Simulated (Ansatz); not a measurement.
CdTe:
```
CdTe
1.0
    0.00000     3.04171     3.04171
    3.04171     0.00000     3.04171
    3.04171     3.04171     0.00000
Cd Te
1 1
Cartesian
  0.00000   0.00000   0.00000
  3.04171   3.04171   3.04171
```

Relaxed with r²SCAN. Special points in fractions of this cell's reciprocal vectors: Γ (0.000, 0.000, 0.000); X (0.500, 0.000, 0.500); U (0.625, 0.250, 0.625); K (0.375, 0.375, 0.750); L (0.500, 0.500, 0.500); W (0.500, 0.250, 0.750).

Question: List the band energies nearest the Fermi level at these points for plane-wave PAW r²SCAN with spin–orbit coupling (Ansatz code).

Answer: In eV from the Fermi level; about four levels below and three above (degenerate sets whole), none deeper than 8.9 eV; points with the same levels are listed once.

| k | below | above |
|---|---|---|
| Γ | -0.29 -0.29 -0.29 -0.29 | 0.91 0.91 7.49 7.49 7.49 7.49 |
| X | -2.00 -2.00 -1.04 -1.04 | 4.53 4.53 9.52 9.52 |
| U | -3.76 -3.76 -1.59 -1.59 | 0.95 0.95 5.84 5.84 |
| L | -5.37 -5.37 -0.43 -0.43 | 0.13 0.13 3.14 3.14 |
| W | -3.33 -3.33 -3.27 -3.27 | 2.55 2.55 5.18 5.18 |

Space group Fm-3m (rock salt). This is a known high-pressure phase of the composition, computed here at zero pressure and temperature. The cell was relaxed with r²SCAN under the symmetry of its start; whether a distortion lowers the energy is not shown.

Potentials: the later of the program's two PAW sets.
